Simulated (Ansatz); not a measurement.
The cell below belongs to a search over invented structures; it isn't taken from experiment.

Input and command of a plane-wave DFT calculation in Ansatz:

```yaml
crystal:
  lattice:
    - [-1.4458056597, 1.4458056597, 14.6600251591]
    - [1.4458056597, -1.4458056597, 14.6600251591]
    - [1.4458056597, 1.4458056597, -14.6600251591]
  atoms:
    - { symbol: Al, position: [0.1488050024, 0.1488050024, 0.0] }
    - { symbol: Al, position: [0.7164180455, 0.7164180455, 0.0] }
    - { symbol: Al, position: [0.2835819545, 0.2835819545, 0.0] }
    - { symbol: Al, position: [0.8511949976, 0.8511949976, 0.0] }
    - { symbol: Ga, position: [0.5777223539, 0.5777223539, 0.0] }
    - { symbol: Ga, position: [0.4222776461, 0.4222776461, 0.0] }
    - { symbol: Ga, position: [0.0, 0.0, 0.0] }
basis:
  ecutwfc: 500
kpoints:
  mp_grid: { grid: [14, 14, 14] }
hamiltonian:
  xc: r2scan
scf:
  occupations: { method: gaussian, width: 0.1 }
output:
  forces: true
  stress: true
  eigenvalues: true
```

```bash
ansatz run input.yaml --threads 1 --pin off --max-ram 2560MiB --backend cpu --events-out ev --progress --plain --runs-dir out
```

Processor: Intel(R) Xeon(R) 6975P-C (Granite Rapids), 1 thread, on a host shared with other jobs.

**Question.** How long does it run, and how much memory does it take?

**Answer.** About 66 s, peak memory 1.2 GiB. It solves 33 bands at 244 k points (after reduction by symmetry) with about 3129 plane waves, in 9 SCF iterations.
